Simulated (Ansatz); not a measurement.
In PBEsol in the plane-wave PAW code Ansatz, VSi2 in the hexagonal phase (P6_222; V on 3d, Si on 6j) relaxes to a = 4.522 Å, c = 6.322 Å. Its formation energy from the elements is -0.59 eV/atom, with no fitted shifts.

Electronic character: metallic (no gap).

An equation-of-state fit gives a bulk modulus of 1860 kbar. The relaxed-ion elastic constants in GPa are C11 = 397, C12 = 60.6, C13 = 79.2, C33 = 463, C44 = 140. The elastic constants imply a Debye temperature near 815 K. The highest mode at Γ lies at 432 cm⁻¹.

The PBEsol relaxation kept the symmetry of its start. The run is not spin-polarised. As this level gives no gap, shear constants depend on the k-mesh and smearing (Fermi–Dirac, 0.1 eV here). As this level gives no gap, phonon frequencies hold no LO–TO term and depend on the k-mesh and smearing (Fermi–Dirac, 0.1 eV here). The references are the lowest solids computed at this level, not always the standard phases.

Potentials: the later of the program's two PAW sets.
